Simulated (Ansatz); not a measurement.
Input:

BaO$_{2}$:
```cif
data_BaO2
_chemical_formula_sum 'Ba1 O2'
_space_group_name_H-M_alt 'P 1'
_space_group_IT_number 1
_cell_length_a 4.24182
_cell_length_b 4.24182
_cell_length_c 4.24182
_cell_angle_alpha 127.776
_cell_angle_beta 127.776
_cell_angle_gamma 76.988
loop_
_space_group_symop_operation_xyz
  'x, y, z'
loop_
_atom_site_label
_atom_site_type_symbol
_atom_site_fract_x
_atom_site_fract_y
_atom_site_fract_z
_atom_site_occupancy
Ba1 Ba 0.00000 0.00000 0.00000 1
O1 O 0.39075 0.39075 0.00000 1
O2 O 0.60925 0.60925 0.00000 1
```

This is the LDA-relaxed structure.

All from LDA (plane waves, PAW; program Ansatz), unless another level is named. Predict the Born charges (a third of the trace).

Ba +2.93, O -1.47 e.

Give the static dielectric constant ε0 (ions relaxed, cell fixed).

14.8 (xx = yy), 12.9 (zz).

Predict the electronic dielectric constant ε∞ (DFPT).

3.61 (xx = yy), 3.93 (zz).

Space group I4/mmm (MoSi2 or CaC2 type). The first step of the workflow began from a Materials Project structure, measured or hypothetical; the Crystallography Open Database files this formula in space group No. 139, but the cells were not matched. Whether it is the stable phase at ambient conditions was not checked. Symmetry was held in the LDA relaxation; its stability against distortions is not shown here. Scalar-relativistic: spin–orbit coupling is off unless named, which matters more the heavier the elements.

Potentials: the later of the program's two PAW sets.
